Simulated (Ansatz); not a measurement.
Si₃N₄:
```
CELL_PARAMETERS angstrom
      7.62452     0.00000     0.00000
     -3.81226     6.60303     0.00000
      0.00000     0.00000     2.91042
ATOMIC_POSITIONS crystal
  Si 0.23245 0.82607 0.75000
  Si 0.76755 0.17393 0.25000
  Si 0.40638 0.23245 0.25000
  Si 0.59362 0.76755 0.75000
  Si 0.17393 0.40638 0.75000
  Si 0.82607 0.59362 0.25000
  N  0.33333 0.66667 0.75000
  N  0.66667 0.33333 0.25000
  N  0.97039 0.67000 0.75000
  N  0.02961 0.33000 0.25000
  N  0.30039 0.97039 0.25000
  N  0.69961 0.02961 0.75000
  N  0.33000 0.30039 0.75000
  N  0.67000 0.69961 0.25000
```

This is the PBEsol-relaxed structure.

**Question.** All from the program Ansatz at the PBEsol level (PAW), unless another level is named. Predict the Born charges (a third of the trace).

**Answer.** Si +3.38, N -2.55 to -2.53 e.

**Question.** And the static dielectric constant ε0 (ions relaxed, cell fixed)?

**Answer.** 8.29 (xx = yy), 8.25 (zz).

**Question.** Next, the electronic dielectric constant ε∞ (DFPT)?

**Answer.** 4.29 (xx = yy), 4.37 (zz).

Space group P6_3/m. The PBEsol relaxation kept the symmetry of its start.

Potentials: the earlier of the program's two PAW sets. The files were generated under PBE; for other functionals the program regenerates the frozen cores, and for LDA and PBEsol the local potential too.
